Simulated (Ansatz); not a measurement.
ZnS (space group R3m)

```
CELL_PARAMETERS angstrom
      1.89188     1.09228     9.29991
     -1.89188     1.09228     9.29991
      0.00000    -2.18456     9.29991
ATOMIC_POSITIONS crystal
  Zn 0.00001 0.00001 0.00001
  Zn 0.77770 0.77770 0.77770
  Zn 0.55543 0.55543 0.55543
  S  0.91674 0.91674 0.91674
  S  0.47217 0.47217 0.47217
  S  0.69460 0.69460 0.69460
```

This relaxed cell (volume V₀) is scaled evenly in all directions, its shape held. The atoms relax within the cell's symmetry.

Method: PBEsol (plane waves to 420 eV, PAW, scalar-relativistic; Ansatz, a quantum-chemistry and plane-wave program). k mesh 10×10×10 (Γ-centred), Fermi-Dirac smearing 0.05 eV. E stands for the smeared free energy. With the shape held, the modulus is that of even scaling; a crystal free to change shape is softer. This is one of several known forms of ZnS; the measured ambient cells at hand have space group No. 186 or 216. ZnS was relaxed with its symmetry unable to fall. The zero of ΔE is the relaxed starting cell.

| V (Å³/atom) | ΔE (meV/atom) |
|---|---|
| 18.065 | 19.0 |
| 18.295 | 11.9 |
| 18.526 | 6.6 |
| 18.757 | 2.9 |
| 18.987 | 0.7 |
| 19.218 | 0.0 |
| 19.449 | 0.7 |
| 19.679 | 2.6 |
| 19.910 | 5.7 |
| 20.140 | 10.0 |
| 20.371 | 15.2 |

### Question
What bulk modulus at fixed cell shape B₀ follows from a third-order Birch-Murnaghan fit?

### Answer
78.7 GPa.

### Question
What is the fitted pressure derivative B₀′?

### Answer
4.4.

(A scan under strain: stresses follow from slopes of the energy per volume, elastic moduli from its curvatures.)
